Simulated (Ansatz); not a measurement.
Zincblende alloy of CuI and AgI (6 of 32 Cu sites exchanged), 64 atoms

These are results of DFT, r2SCAN, PAW, plane waves (Ansatz), not measurements.

Input:

```yaml
crystal:
  lattice:
    - [12.064584, 0.000000, 0.000000]
    - [0.000000, 12.064584, 0.000000]
    - [0.000000, 0.000000, 12.064584]
  atoms:
    - { symbol: Cu, position: [0.003238, 0.001199, 0.990300] }
    - { symbol: Cu, position: [0.000238, 0.500252, 0.995103] }
    - { symbol: Cu, position: [0.006375, 0.500742, 0.506026] }
    - { symbol: Cu, position: [0.497080, 0.998978, 0.996687] }
    - { symbol: Cu, position: [0.490948, 0.001304, 0.502894] }
    - { symbol: Cu, position: [0.499182, 0.500098, 0.998749] }
    - { symbol: Cu, position: [0.495398, 0.500237, 0.499827] }
    - { symbol: Cu, position: [0.252655, 0.250845, 0.997119] }
    - { symbol: Cu, position: [0.256973, 0.252043, 0.502945] }
    - { symbol: Cu, position: [0.252644, 0.749246, 0.997284] }
    - { symbol: Cu, position: [0.256357, 0.746290, 0.504177] }
    - { symbol: Cu, position: [0.746495, 0.251537, 0.993091] }
    - { symbol: Cu, position: [0.745413, 0.746244, 0.993846] }
    - { symbol: Cu, position: [0.259561, 0.001555, 0.245574] }
    - { symbol: Cu, position: [0.253408, 0.998690, 0.753101] }
    - { symbol: Cu, position: [0.254920, 0.500633, 0.248326] }
    - { symbol: Cu, position: [0.250912, 0.500309, 0.750590] }
    - { symbol: Cu, position: [0.745946, 0.001680, 0.758800] }
    - { symbol: Cu, position: [0.743045, 0.499585, 0.242852] }
    - { symbol: Cu, position: [0.748640, 0.500696, 0.754496] }
    - { symbol: Cu, position: [0.003122, 0.252427, 0.756615] }
    - { symbol: Cu, position: [0.004457, 0.746409, 0.755702] }
    - { symbol: Cu, position: [0.493591, 0.251784, 0.246243] }
    - { symbol: Cu, position: [0.497605, 0.250799, 0.751996] }
    - { symbol: Cu, position: [0.494515, 0.746363, 0.244971] }
    - { symbol: Cu, position: [0.497527, 0.749607, 0.752453] }
    - { symbol: Ag, position: [0.008345, 0.999527, 0.508121] }
    - { symbol: Ag, position: [0.743277, 0.259012, 0.508158] }
    - { symbol: Ag, position: [0.748969, 0.748431, 0.501957] }
    - { symbol: Ag, position: [0.743431, 0.998872, 0.243189] }
    - { symbol: Ag, position: [0.009433, 0.259876, 0.241788] }
    - { symbol: Ag, position: [0.002300, 0.748983, 0.248767] }
    - { symbol: I, position: [0.134323, 0.116017, 0.113797] }
    - { symbol: I, position: [0.137338, 0.136062, 0.637026] }
    - { symbol: I, position: [0.134106, 0.615450, 0.114447] }
    - { symbol: I, position: [0.127928, 0.626976, 0.627394] }
    - { symbol: I, position: [0.612980, 0.134705, 0.112668] }
    - { symbol: I, position: [0.614593, 0.116294, 0.633635] }
    - { symbol: I, position: [0.621460, 0.626390, 0.120962] }
    - { symbol: I, position: [0.614599, 0.615362, 0.633896] }
    - { symbol: I, position: [0.373161, 0.375861, 0.121019] }
    - { symbol: I, position: [0.376433, 0.376238, 0.627605] }
    - { symbol: I, position: [0.375666, 0.873003, 0.119954] }
    - { symbol: I, position: [0.373854, 0.873189, 0.628417] }
    - { symbol: I, position: [0.865421, 0.382373, 0.111976] }
    - { symbol: I, position: [0.884208, 0.383883, 0.636898] }
    - { symbol: I, position: [0.874820, 0.873227, 0.104539] }
    - { symbol: I, position: [0.874659, 0.874147, 0.644257] }
    - { symbol: I, position: [0.374650, 0.127629, 0.374101] }
    - { symbol: I, position: [0.374879, 0.125139, 0.874281] }
    - { symbol: I, position: [0.374775, 0.624287, 0.374135] }
    - { symbol: I, position: [0.374672, 0.623589, 0.874231] }
    - { symbol: I, position: [0.875840, 0.127859, 0.374199] }
    - { symbol: I, position: [0.874597, 0.127612, 0.874105] }
    - { symbol: I, position: [0.874179, 0.605799, 0.373599] }
    - { symbol: I, position: [0.874689, 0.624292, 0.874219] }
    - { symbol: I, position: [0.137515, 0.383875, 0.383891] }
    - { symbol: I, position: [0.128087, 0.376277, 0.876150] }
    - { symbol: I, position: [0.144906, 0.874364, 0.374316] }
    - { symbol: I, position: [0.128930, 0.873030, 0.873351] }
    - { symbol: I, position: [0.612718, 0.382267, 0.365333] }
    - { symbol: I, position: [0.621402, 0.375785, 0.872675] }
    - { symbol: I, position: [0.605008, 0.873071, 0.374417] }
    - { symbol: I, position: [0.620532, 0.873175, 0.875309] }
  symmetry: { detect: false }
kpoints:
  mp_grid: { grid: [1, 1, 1], shift: [0.25, 0.25, 0.25] }
hamiltonian:
  xc: r2scan
scf:
  occupations: { method: fermi_dirac, width: 0.01 }
output:
  forces: true
  eigenvalues: true
  populations: true
  eigenstates: { kpoints: [[0.25, 0.25, 0.25]], e_range: [-6.0, 6.0], localisation: true }
```

Launch command:

```sh
ansatz run in.yaml --threads 8 --pin off --max-ram 118750MiB --runs-dir r --events-out ev --progress --plain --backend cuda --devices 0, --max-vram 170GiB
```

The program printed, less machine lines and repeats, with […] for rows cut from tables:

```
Pseudopotentials: kind: paw
Functional definition: r2SCAN
  parameter k0 = 0.174
  parameter k1 = 0.065
  parameter a1 = 4.9479
  exchange = r2scan_x(k0 = k0, k1 = k1, a1 = a1)
  correlation = r2scan_c
Crystal: 64 atoms, lattice volume = 1756.051 Å³
Basis set: ecut = 500 eV, 44395 PW (Γ), exchange–correlation on 360×360×360 points (64 copies of the dense FFT grid, shifted against one another)
Bands: 692, of which v1, the nominal top of the filled ones, is band 576 counted from 1 (575 counted from 0)
Symmetry: 1 space group operations
k-points: 1
Non-local potential: Cu, projectors of the file, l = 0: 3, l = 1: 2, l = 2: 3, l = 3: 1
Non-local potential: Ag, projectors of the file, l = 0: 3, l = 1: 2, l = 2: 2, l = 3: 1
Non-local potential: I, projectors of the file, l = 0: 2, l = 1: 2, l = 2: 2, l = 3: 2
PAW form: soft (Blöchl's): semilocal exchange-correlation on the pseudo side does not see the compensation charge
PAW frozen core: Cu, regenerated for the run's functional (the file was generated under x = pbe(κ = 0.804, μ = 0.2195149727645171), c = pbe(β = 0.06672455060314922))
PAW frozen core: Ag, regenerated for the run's functional (the file was generated under x = pbe(κ = 0.804, μ = 0.2195149727645171), c = pbe(β = 0.06672455060314922))
PAW frozen core: I, regenerated for the run's functional (the file was generated under x = pbe(κ = 0.804, μ = 0.2195149727645171), c = pbe(β = 0.06672455060314922))
PAW one-centre angular grid: Cu, 590 points (default); XC on 160 Gauss nodes
PAW one-centre angular grid: Ag, 590 points (default); XC on 160 Gauss nodes
PAW one-centre angular grid: I, 590 points (default); XC on 160 Gauss nodes
Initial density: superposition of atomic densities (neutral atoms: chi_scale 0, normalization atom), corrected by the library's trained network
Initial wavefunctions: pseudopotential atomic-orbital guess
Functional: x = r2scan, c = r2scan; τ floored in thin density (d = 2e-4 eV/Å³)
SCF iter   1: F=—  HF=-458945.978425 eV  |F-HF|=—  |Δ(HF+E_count)|=         —  Δρ=2.10e-2  dr2=4.69e0  dr2_τ=5.16e-2  ethr=1.77e-3  ⟨swp⟩=6.0  Hψ=2624  notcnv=0  defer=103
preconditioner: auto → Resta (q_TF=auto, 2.543 Å⁻¹)  ε∞=5.8  [insulator: Δε(μ)=2.660 eV  Ē_g=9.721 eV  σ=0.010 eV  W_gap=1.00  n_scr=460 (ndim 8)  ℏωp=21.3 eV  f_vac=0.168  D(μ)=0.00/eV (n_scr^D=0)  ε∞_Penn≈5.8]
SCF iter   2: F=—  HF=-458945.827639 eV  |F-HF|=—  |Δ(HF+E_count)|=   1.51e-1  Δρ=1.04e-2  dr2=9.72e-1  dr2_τ=4.00e-2  ethr=4.07e-4  ⟨swp⟩=3.0  Hψ=1387  notcnv=0  defer=108
SCF iter   3: F=—  HF=-458945.341098 eV  |F-HF|=—  |Δ(HF+E_count)|=   4.87e-1  Δρ=4.70e-3  dr2=2.48e-1  dr2_τ=3.40e-3  ethr=8.44e-5  ⟨swp⟩=6.0  Hψ=1182  notcnv=0  defer=108
SCF iter   4: F=—  HF=-458945.294050 eV  |F-HF|=—  |Δ(HF+E_count)|=   4.70e-2  Δρ=6.24e-4  dr2=4.82e-3  dr2_τ=4.23e-4  ethr=2.16e-5  ⟨swp⟩=2.0  Hψ=913  notcnv=0  defer=108
SCF iter   5: F=—  HF=-458945.305505 eV  |F-HF|=—  |Δ(HF+E_count)|=   1.15e-2  Δρ=3.71e-4  dr2=1.67e-3  dr2_τ=7.36e-5  ethr=4.18e-7  ⟨swp⟩=2.0  Hψ=1097  notcnv=0  defer=108
SCF iter   6: F=—  HF=-458945.299609 eV  |F-HF|=—  |Δ(HF+E_count)|=   5.90e-3  Δρ=5.59e-4  dr2=3.40e-3  dr2_τ=2.82e-5  ethr=1.45e-7  ⟨swp⟩=2.0  Hψ=1168  notcnv=0  defer=108  recentre
SCF iter   7: F=—  HF=-458945.305575 eV  |F-HF|=—  |Δ(HF+E_count)|=   5.97e-3  Δρ=1.28e-4  dr2=2.21e-4  dr2_τ=4.01e-6  ethr=1.45e-7  ⟨swp⟩=2.0  Hψ=1166  notcnv=0  defer=108
SCF iter   8: F=—  HF=-458945.298706 eV  |F-HF|=—  |Δ(HF+E_count)|=   6.87e-3  Δρ=3.31e-5  dr2=1.82e-5  dr2_τ=2.11e-7  ethr=1.92e-8  ⟨swp⟩=2.0  Hψ=1152  notcnv=0  defer=108
SCF iter   9: F=—  HF=-458945.309657 eV  |F-HF|=—  |Δ(HF+E_count)|=   1.10e-2  Δρ=1.40e-5  dr2=3.18e-6  dr2_τ=4.82e-8  ethr=1.58e-9  ⟨swp⟩=2.0  Hψ=1160  notcnv=0  defer=108
SCF iter  10: F=—  HF=-458945.309659 eV  |F-HF|=—  |Δ(HF+E_count)|=   2.40e-6  Δρ=2.59e-5  dr2=7.31e-6  dr2_τ=5.13e-8  ethr=2.76e-10  ⟨swp⟩=2.0  Hψ=1160  notcnv=0  defer=108  recentre
SCF iter  11: F=—  HF=-458945.309657 eV  |F-HF|=—  |Δ(HF+E_count)|=   1.77e-6  Δρ=8.78e-6  dr2=8.37e-7  dr2_τ=5.71e-9  ethr=2.76e-10  ⟨swp⟩=2.0  Hψ=1160  notcnv=0  defer=108
SCF iter  12: F=—  HF=-458945.309658 eV  |F-HF|=—  |Δ(HF+E_count)|=   5.31e-8  Δρ=3.32e-6  dr2=1.32e-7  dr2_τ=3.42e-9  ethr=7.27e-11  ⟨swp⟩=2.0  Hψ=1160  notcnv=0  defer=108
SCF iter  13: F=-458945.309658 eV  HF=-458945.309658 eV  |F-HF|=6.29e-9  |Δ(HF+E_count)|=   1.60e-8  Δρ=8.76e-7  dr2=1.53e-8  dr2_τ=3.34e-10  ethr=8.68e-12  ⟨swp⟩=14.0  Hψ=4061  notcnv=0
SCF 1 converged in 13 iterations: F = -458945.309658 eV  dr2 = 1.53e-8
  greatest PAW one-centre occupation: 1.002 electrons in one spin orbital (limit 2), on the Ag atom at site 30 (counted from 0), in its partial waves of l = 1
NSCF: frozen V_eff on 1 k-points
SCF converged after 13 iterations
Free energy (F): -458945.309658 eV
Harris-Foulkes:  -458945.309658 eV  (|F-HF|=6.29e-9)
Internal energy: -458945.309658 eV  (E = F + TS)
E sigma→0 (E₀):  -458945.309658 eV
Fermi energy:    9.689521 eV
--- Per-component energies (eV) ---
  E_band       = -27730.316800
  E_kinetic    = 17043.517086
  E_local      = -229064.562876  (includes V_loc(G=0)·N_el)
  E_nonlocal   = 8294.639053
  E_hartree    = 107154.974153
  E_xc         = -7054.874734
  E_vxc        = -9187.880004  (∫ρ·V_xc dr)
  E_paw        = -222390.828721  (= ΣΔE_a)
  E_vpaw       = -29719.985305  (= ΣTr[D̂ρ^β])
  E_aug_tail   = 0.003350  (compensation charges beyond the density's cutoff)
  E_vtau       = 594.012582  (kinetic-family band-sum trace: ∫τ·v_τ [+ j·A + Jᵃ·Aᵃ] dr)
  E_ewald      = -132919.629993
  E_core_change = -8.546976  (= ΣΔE_core)
  E_smearing   = -0.000000  (= −TS)
  E_closure    = -0.000000  (closes the sum)
  Σ components = -458945.309658   (vs F -458945.309658, Δ=0.00e0)
--- Forces (eV/Å), atoms counted from 1 ---
  atom   1  Cu    -0.00084758     0.00516317    -0.00494817
  atom   2  Cu     0.00478247     0.00713123    -0.00485800
  atom   3  Cu     0.00253078     0.00239341    -0.00238489
  atom   4  Cu    -0.00719549    -0.01525787    -0.00608861
  atom   5  Cu    -0.00520024     0.00588666    -0.00492477
  atom   6  Cu    -0.00341753    -0.00608884    -0.00493598
  atom   7  Cu    -0.00276402     0.00498848     0.00311782
  atom   8  Cu     0.00886763     0.01290902    -0.00926835
  atom   9  Cu    -0.00184573    -0.01032077    -0.01998775
  atom  10  Cu    -0.00059323     0.01539515    -0.00616129
  atom  11  Cu     0.00758215    -0.02186030     0.00986350
  atom  12  Cu     0.01181040    -0.01395233     0.00371997
  atom  13  Cu    -0.02026316    -0.02833976    -0.01506977
  atom  14  Cu    -0.00075801     0.01487140    -0.00828179
  atom  15  Cu     0.00497435    -0.01150994     0.00117298
  atom  16  Cu     0.00843760     0.00834078    -0.00346139
  atom  17  Cu     0.00102877    -0.00370129    -0.00157175
  atom  18  Cu    -0.00221396     0.01058996     0.00412453
  atom  19  Cu    -0.00126198    -0.00448691    -0.00760152
  atom  20  Cu     0.00141020     0.00512238     0.00907769
  atom  21  Cu    -0.01161499    -0.01435251    -0.00396825
  atom  22  Cu     0.01921098    -0.02599387     0.00972194
  atom  23  Cu     0.00601518    -0.01291802     0.01099574
  atom  24  Cu    -0.00917874     0.01584391     0.00850992
  atom  25  Cu    -0.02222329    -0.03243792    -0.02683416
  atom  26  Cu    -0.00081549     0.01207509    -0.00358450
  atom  27  Ag     0.01964939    -0.02539377     0.01609853
  atom  28  Ag    -0.03251233     0.03975502     0.03410939
  atom  29  Ag     0.01367303     0.01626135    -0.01901314
  atom  30  Ag    -0.02310536    -0.03348536    -0.02381454
  atom  31  Ag     0.03555672     0.04104776    -0.03716474
  atom  32  Ag    -0.01697692     0.01597458     0.01272096
  atom  33  I      0.00921902    -0.05845453     0.00777420
  atom  34  I      0.01129158     0.04874266     0.01862760
  atom  35  I      0.01271923    -0.03939435    -0.01634288
  atom  36  I     -0.01464196     0.02836577    -0.00974598
  atom  37  I     -0.01131094     0.05135364    -0.01135561
  atom  38  I      0.00225559    -0.06136551     0.00554041
  atom  39  I      0.01318942     0.02872773     0.01327838
  atom  40  I     -0.01929670    -0.03278684     0.01365798
  atom  41  I     -0.01697658     0.00154834    -0.00604202
  atom  42  I      0.01888141     0.00302422     0.00736950
  atom  43  I      0.00824999    -0.00399563    -0.00074104
  atom  44  I     -0.00291822    -0.00095356     0.00747500
  atom  45  I     -0.04245776     0.00945739    -0.00517342
  atom  46  I      0.04177054     0.00635848     0.01572305
  atom  47  I      0.02959794     0.02373104    -0.04637451
  atom  48  I     -0.02713460     0.02131093     0.05288867
  atom  49  I     -0.00038383     0.01093552     0.00345855
  atom  50  I      0.00339610     0.00257626     0.00435810
  atom  51  I      0.00003845     0.01031225    -0.00316383
  atom  52  I      0.00055408    -0.00675656     0.00374277
  atom  53  I      0.00041990    -0.00202243     0.00848762
  atom  54  I     -0.00277348     0.01001981    -0.00147768
  atom  55  I      0.00320609    -0.08813727     0.00413027
  atom  56  I     -0.00548228     0.00746146    -0.00065858
  atom  57  I      0.01155660     0.00469657     0.04796876
  atom  58  I      0.00405264     0.00276324     0.01631112
  atom  59  I      0.05328602     0.01321790    -0.01676857
  atom  60  I      0.00198589    -0.00338308    -0.00188757
  atom  61  I     -0.01520217     0.00917954    -0.04282440
  atom  62  I     -0.00625385     0.00211418    -0.01670308
  atom  63  I     -0.04090579     0.03213436     0.03818396
  atom  64  I     -0.00269597    -0.00445484     0.00095083
  max |Σ_I F_I| component: 2.34e-5 eV/Å
--- Band table (eV) ---
  k-point 0: bands = ["-106.7598", "-106.7588", "-106.7553", "-106.7543", "-106.7531", "-106.7530", "-106.7527", "-106.7515", "-106.7513", "-106.7506", "-106.7503", "-106.7503", "-106.7501", "-106.7500", "-106.7499", "-106.7495", "-106.7493", "-106.7493", "-106.7492", "-106.7485", "-106.7476", "-106.7465", "-106.7427", "-106.7423", "-106.7421", "-106.7418", "-85.3409", "-85.3400", "-85.3391", "-85 …
--- Löwdin populations: 64 sites ---
  site symbol       q [e]
     0     Cu     18.5206
     1     Cu     18.5218
     2     Cu     18.5195
     3     Cu     18.5223
     4     Cu     18.5207
     5     Cu     18.5245
     6     Cu     18.5217
     7     Cu     18.5230
     8     Cu     18.5206
     9     Cu     18.5225
    10     Cu     18.5213
    11     Cu     18.5208
    12     Cu     18.5204
    13     Cu     18.5209
    14     Cu     18.5224
    15     Cu     18.5217
    16     Cu     18.5244
    17     Cu     18.5209
    18     Cu     18.5190
    19     Cu     18.5217
    20     Cu     18.5207
    21     Cu     18.5212
    22     Cu     18.5208
    23     Cu     18.5229
    24     Cu     18.5204
    25     Cu     18.5225
    26     Ag     18.5124
    27     Ag     18.5151
    28     Ag     18.5160
    29     Ag     18.5130
    30     Ag     18.5151
    31     Ag     18.5161
    32      I     17.3136
    33      I     17.3186
    34      I     17.3223
    35      I     17.2903
    36      I     17.3168
    37      I     17.3129
    38      I     17.2877
    39      I     17.3224
    40      I     17.2962
    41      I     17.2980
    42      I     17.2921
    43      I     17.2932
    44      I     17.3122
    45      I     17.3123
    46      I     17.3333
    47      I     17.3329
    48      I     17.2852
    49      I     17.3009
    50      I     17.2933
    51      I     17.3027
    52      I     17.3798
    53      I     17.2852
    54      I     17.3307
    55      I     17.2932
    56      I     17.3124
    57      I     17.2978
    58      I     17.3336
    59      I     17.2933
    60      I     17.3121
    61      I     17.2965
    62      I     17.3327
    63      I     17.2920
  spilling = 0.004737 (of n_electrons = 1152.000000)
```

Total energies depend on the potentials used, so only differences within one code and one set of settings carry meaning.

Time: 7.3 s of wall time on one NVIDIA GB200 with 8 processor threads, on a host shared with other runs; peak host memory 4.8 GiB.
